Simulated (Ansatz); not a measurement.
BaCdSbF:
```cif
data_Ba2Cd2F2Sb2
_chemical_formula_sum 'Ba2 Cd2 Sb2 F2'
_space_group_name_H-M_alt 'P4/nmm :1'
_space_group_IT_number 129
_space_group_name_Hall 'P 4ab 2ab -1ab'
_cell_length_a 4.61586
_cell_length_b 4.61586
_cell_length_c 9.79736
_cell_angle_alpha 90.000
_cell_angle_beta 90.000
_cell_angle_gamma 90.000
loop_
_space_group_symop_operation_xyz
  'x, y, z'
  '-y+1/2, x+1/2, z'
  '-x, -y, z'
  'y+1/2, -x+1/2, z'
  'x+1/2, -y+1/2, -z'
  '-y, -x, -z'
  '-x+1/2, y+1/2, -z'
  'y, x, -z'
  '-x+1/2, -y+1/2, -z'
  'y, -x, -z'
  'x+1/2, y+1/2, -z'
  '-y, x, -z'
  '-x, y, z'
  'y+1/2, x+1/2, z'
  'x, -y, z'
  '-y+1/2, -x+1/2, z'
loop_
_atom_site_label
_atom_site_type_symbol
_atom_site_symmetry_multiplicity
_atom_site_Wyckoff_symbol
_atom_site_fract_x
_atom_site_fract_y
_atom_site_fract_z
_atom_site_occupancy
Ba1 Ba 2 c 0.50000 0.00000 0.36055 1
Cd1 Cd 2 a 0.00000 0.00000 0.00000 1
Sb1 Sb 2 c 0.00000 0.50000 0.18535 1
F1 F 2 b 0.50000 0.50000 0.50000 1
```

Relaxed with r²SCAN. Plane-wave PAW r²SCAN (Ansatz code) gives a gap of 0.59 eV.

Question: What gap does HSE06 give on the same cell (Ansatz, PAW)?

Answer: 0.90 eV, 0.31 eV more. The hybrid was solved on a coarser mesh and at special points; the gap given is the minimum over both.

```json
[
 {"k": "Γ", "v1 r²SCAN": "0.00", "c1 r²SCAN": "0.59", "v1 HSE06": "0.00", "c1 HSE06": "0.90"},
 {"k": "Z", "v1 r²SCAN": "-0.02", "c1 r²SCAN": "0.67", "v1 HSE06": "-0.01", "c1 HSE06": "0.99"},
 {"k": "M", "v1 r²SCAN": "-2.34", "c1 r²SCAN": "1.88", "v1 HSE06": "[?]", "c1 HSE06": "[?]"},
 {"k": "A", "v1 r²SCAN": "-2.37", "c1 r²SCAN": "2.19", "v1 HSE06": "[?]", "c1 HSE06": "[?]"},
 {"k": "R", "v1 r²SCAN": "-0.68", "c1 r²SCAN": "1.98", "v1 HSE06": "[?]", "c1 HSE06": "[?]"},
 {"k": "X", "v1 r²SCAN": "-0.69", "c1 r²SCAN": "1.95", "v1 HSE06": "[?]", "c1 HSE06": "[?]"}
]
```

Question: Top valence (v1) and lowest conduction level (c1) in eV from each method's valence maximum (which need not be a listed point): supply the withheld HSE06 values.

Answer: 
- M, v1 HSE06: -2.49
- M, c1 HSE06: 2.11
- A, v1 HSE06: -2.52
- A, c1 HSE06: 2.51
- R, v1 HSE06: -0.72
- R, c1 HSE06: 2.27
- X, v1 HSE06: -0.72
- X, c1 HSE06: 2.24

Cost on shared cores: the r²SCAN run (SCF on a 6×6×3 mesh, then bands and DOS) roughly 3.0 core-minutes, the HSE06 run (SCF on 4×4×2, then a few points) very roughly 6 core-minutes; the tasks are unlike.

The workflow started from a Materials Project entry (that database holds measured and hypothetical structures alike); the Crystallography Open Database files this formula in space group No. 129, but the cells were not matched. Its standing as an ambient phase is unchecked. The r²SCAN relaxation kept the symmetry of its start; whether a distortion lowers the energy is not shown. Spin–orbit coupling is left out wherever it is not named.

Potentials: the later of the program's two PAW sets.
